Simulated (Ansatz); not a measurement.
# GaO: clamped-ion elastic tensor

All numbers below come from DFT PBEsol, scalar-relativistic, plane waves, PAW (Ansatz 0.2.0). Plane waves to 420 eV; Γ-centred k mesh 12×12×2; fixed occupations. No spin polarisation.

Equilibrium structure at this level:
```
Ga O
1.0
     3.06982    0.00000    0.00000
    -1.53491    2.65854    0.00000
     0.00000    0.00000   12.87211
Ga O
4 4
Cartesian
  0.0000 1.7724 1.9805
  1.5349 0.8862 8.4166
  0.0000 1.7724 4.4555
  1.5349 0.8862 10.8916
  0.0000 1.7724 7.6971
  1.5349 0.8862 1.2610
  0.0000 1.7724 11.6111
  1.5349 0.8862 5.1750
```

The cell was built by swapping an element in a database structure (itself possibly hypothetical) and relaxing; it need not be the stable form of this composition. The crystal is built of layers and no dispersion correction was added, so the binding between them is poorly described, and with it their spacing and whatever depends on it.

**Question.** Give the clamped-ion elastic constants (GPa, Voigt order xx yy zz yz xz xy, on the axes of the cell above).

**Answer.**
```
300.5 106.1  56.0   0.0   0.0   0.0
106.1 300.5  56.0   0.0   0.0   0.0
 56.0  56.0 171.6   0.0   0.0   0.0
  0.0   0.0   0.0  70.3   0.0   0.0
  0.0   0.0   0.0   0.0  70.3   0.0
  0.0   0.0   0.0   0.0   0.0  97.2
```

**Question.** And the moduli of a polycrystal (Hill averages)?

**Answer.** B = 128 GPa, G = 83 GPa, E = 204 GPa, ν = 0.23.

Cost: 1 run of about 0.67 core-minutes, on AMD EPYC 9R45 (Zen 5) (shared hosts).